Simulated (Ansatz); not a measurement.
PtC (zinc blende), relaxed with PBE (Ansatz, a program for electronic structure, plane waves, PAW): a = b = c = 4.718 Å, α = β = γ = 90.00°.

* **ΔH_f (eV/atom)**: 0.88
* **B₀ by P(V) fit (GPa)**: 218

Problem. The same phase is relaxed and computed with r²SCAN in the same code. What are the cell and these values now?

Solution. a = 4.696 Å, b = 4.696 Å, c = 4.696 Å, α = 90.00°, β = 90.00°, γ = 90.00°.

ΔH_f (eV/atom): 0.89
B₀ by P(V) fit (GPa): 233

Typed or built starts, not in the databases checked: PtC, zinc blende. All cells were relaxed under the symmetry of their starts (and spin orders); stability against distortions was not tested throughout. Rows with no word on spin ran without spin polarisation. Scalar-relativistic: spin–orbit coupling is off unless named, which matters more the heavier the elements.

Potentials: the earlier of the program's two PAW sets.

Ansatz is a plane-wave DFT program.

Formation energies count from the lowest solids of the elements computed at the same level, not from gases.
